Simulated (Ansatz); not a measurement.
A trial cell of PrMgH went into the relaxation workflow.

A trial structure of PrMgH was built thus: random cell by space group and Wyckoff sites (P-6m2, No. 187). The dimensions are guesses.

Space group P-6m2 (No. 187). a = 2.772 Å, b = 2.772 Å, c = 4.975 Å, α = 90.00°, β = 90.00°, γ = 120.00°
```csv
atom,site,symmetry,x,y,z
Pr,1b,-6m2,0.0000,0.0000,0.5000
Mg,1d,-6m2,0.3333,0.6667,0.5000
H,1a,-6m2,0.0000,0.0000,0.0000
```

The calculation used Ansatz 0.2.0, DFT PBE, scalar-relativistic, plane waves, PAW, and for the lanthanide a 4f-in-core norm-conserving potential.

Input of a coarse relaxation:

```yaml
crystal:
  lattice:
    - [2.77238568, 0.0, 0.0]
    - [-1.38619284, 2.40095643, 0.0]
    - [0.0, 0.0, 4.97458228]
  atoms:
    - { symbol: Pr, position: [0.33333333, 0.66666667, 0.5] }
    - { symbol: Mg, position: [0.66666667, 0.33333333, 0.5] }
    - { symbol: H, position: [0.33333333, 0.66666667, 0.0] }
basis:
  ecutwfc: 660
kpoints:
  mp_grid: { grid: [6, 6, 4] }
hamiltonian:
  xc: pbe
  pseudopotentials:
    kind: paw
    azcp: { Pr: "pseudopotentials/pbe/nc/lanthanide_3plus/Pr.nc.azcp" }
scf:
  occupations: { method: gaussian, width: 0.1 }
  lower_state_search: "off"
output:
  forces: true
  stress: true
  eigenvalues: true
relax:
  adjacent_minimum: "off"
  f_tol: 0.04
  max_steps: 70
  cell: { stress_tol: 0.4 }
```

```bash
ansatz run input.yaml --threads 1 --pin off --max-ram 2560MiB --backend cpu --events-out ev --progress --plain --runs-dir out
```

Last lines of the log:

```
Initial wavefunctions: pseudopotential atomic-orbital guess
Functional: x = pbe(κ = 0.804, μ = 0.21951497), c = pbe(β = 0.06672455)
SCF iter   1: F=—  HF=-2900.478716 eV  |F-HF|=—  |Δ(HF+E_count)|=         —  Δρ=1.56e-1  dr2=2.50e1  ethr=3.10e-3  ⟨swp⟩=8.1  Hψ=2371  notcnv=0
SCF iter   2: F=—  HF=-2895.456611 eV  |F-HF|=—  |Δ(HF+E_count)|=    5.02e0  Δρ=7.70e-2  dr2=7.31e0  ethr=3.10e-3  ⟨swp⟩=3.2  Hψ=880  notcnv=0  defer=1
SCF iter   3: F=—  HF=-2894.025115 eV  |F-HF|=—  |Δ(HF+E_count)|=    1.43e0  Δρ=5.22e-2  dr2=1.24e0  ethr=3.10e-3  ⟨swp⟩=4.0  Hψ=818  notcnv=0  defer=3
SCF iter   4: F=—  HF=-2893.693719 eV  |F-HF|=—  |Δ(HF+E_count)|=   3.31e-1  Δρ=3.71e-3  dr2=4.72e-3  ethr=3.10e-3  ⟨swp⟩=2.6  Hψ=566  notcnv=0  defer=4
SCF iter   5: F=—  HF=-2893.693163 eV  |F-HF|=—  |Δ(HF+E_count)|=   5.56e-4  Δρ=1.38e-3  dr2=7.65e-4  ethr=2.15e-5  ⟨swp⟩=2.3  Hψ=613  notcnv=0  defer=2
SCF iter   6: F=—  HF=-2893.693140 eV  |F-HF|=—  |Δ(HF+E_count)|=   2.28e-5  Δρ=5.51e-4  dr2=9.23e-5  ethr=3.48e-6  ⟨swp⟩=2.1  Hψ=434  notcnv=0  defer=3
SCF iter   7: F=—  HF=-2893.693090 eV  |F-HF|=—  |Δ(HF+E_count)|=   4.96e-5  Δρ=1.37e-4  dr2=5.05e-6  ethr=4.20e-7  ⟨swp⟩=2.1  Hψ=465  notcnv=0  defer=3
SCF iter   8: F=—  HF=-2893.693089 eV  |F-HF|=—  |Δ(HF+E_count)|=   1.38e-6  Δρ=5.68e-5  dr2=8.49e-7  ethr=2.30e-8  ⟨swp⟩=2.0  Hψ=545  notcnv=0  defer=3
SCF iter   9: F=-2893.693089 eV  HF=-2893.693089 eV  |F-HF|=7.56e-8  |Δ(HF+E_count)|=   3.87e-7  Δρ=1.81e-5  dr2=9.24e-8  ethr=4.55e-10  ⟨swp⟩=5.6  Hψ=1786  notcnv=0
Error: refused after 9 iterations: one_centre_occupation = 2.29e0 (threshold 2.00e0); read on the Mg atom at site 1 (counted from 0), in its partial waves of l = 2. The loop had accepted its state. The figure is how many electrons the atom's PAW partial-wave expansion lays in one spin orbital inside
```

Problem. What happened?

Solution. The SCF loop converged, but the program refused the state. The PAW expansion on Mg put 2.29 electrons into one spin orbital, where the Pauli principle allows one. The run has most likely filled a ghost state of the dataset, or the PAW spheres overlap too strongly; at the start of this run the shortest distance is 1.60 Å. No property of the compound can be read from it.

It took 2.5 s on 1 thread of Arm Neoverse V2, with other jobs on the host, peak memory 0.26 GiB.

The lanthanide is trivalent by construction, without f bands, f moments or other valences.
